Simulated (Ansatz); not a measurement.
AgBr (rock salt), conventional cell a = b = c = 5.674 Å, α = β = γ = 90.00°. The calculation uses the primitive cell of 2 atoms, to which meshes and values per cell refer.

E(V) scan at fixed shape, V₀ the volume above. Symmetry pins the atoms to their sites.

Level of theory: PBEsol (plane waves to 420 eV, PAW, scalar-relativistic; Ansatz, a first-principles code). k mesh 10×10×10 (Γ-centred), Fermi-Dirac smearing 0.05 eV. E stands for the smeared free energy. AgBr was relaxed with its symmetry unable to fall. The zero of ΔE is the relaxed starting cell.

```
V (Å³/atom)  ΔE (meV/atom)
-----------  -------------
21.463                15.4
21.737                 9.6
22.011                 5.3
22.285                 2.3
22.559                 0.6
22.833                 0.0
23.107                 0.5
23.381                 2.0
23.655                 4.5
23.929                 7.7
24.203                11.8
```

### Question
What bulk modulus B₀ follows from a third-order Birch-Murnaghan fit?

### Answer
52.3 GPa.

### Question
What is the fitted pressure derivative B₀′?

### Answer
5.4.

(Under strain, the slope of the energy per volume gives the stress and its curvature an elastic modulus.)
